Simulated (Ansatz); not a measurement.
Input and command of a plane-wave DFT calculation in Ansatz:

```yaml
crystal:
  lattice:
    - [-5.013, 5.013, 5.013]
    - [5.013, -5.013, 5.013]
    - [5.013, 5.013, -5.013]
  atoms:
    - { symbol: Ba, position: [0.0, 0.0, 0.0] }
    - { symbol: Ba, position: [0.0, 0.0, 0.5] }
    - { symbol: Ba, position: [0.0, 0.5, 0.0] }
    - { symbol: Ba, position: [0.0, 0.5, 0.5] }
    - { symbol: Ba, position: [0.5, 0.0, 0.0] }
    - { symbol: Ba, position: [0.5, 0.0, 0.5] }
    - { symbol: Ba, position: [0.5, 0.5, 0.0] }
    - { symbol: Ba, position: [0.5, 0.5, 0.5] }
basis:
  ecutwfc: 420
kpoints:
  mp_grid: { grid: [4, 4, 4] }
hamiltonian:
  xc: pbe
scf:
  occupations: { method: gaussian, width: 0.1 }
output:
  forces: true
  stress: true
  eigenvalues: true
```

```bash
ansatz run input.yaml --threads 2 --pin off --max-ram 5120MiB --backend cpu --events-out ev --progress --plain --runs-dir out
```

Processor: Arm Neoverse V2, 2 threads, on a host shared with other jobs.

Problem. Estimate time, memory and problem size.

Solution. About 6.1 s on 2 threads of Arm Neoverse V2 (shared host), peak memory 0.79 GiB. It solves 48 bands at 8 k points (the mesh reduced by the symmetry that the task leaves, which can be less than the crystal's) with about 9909 plane waves, in 6 SCF iterations.
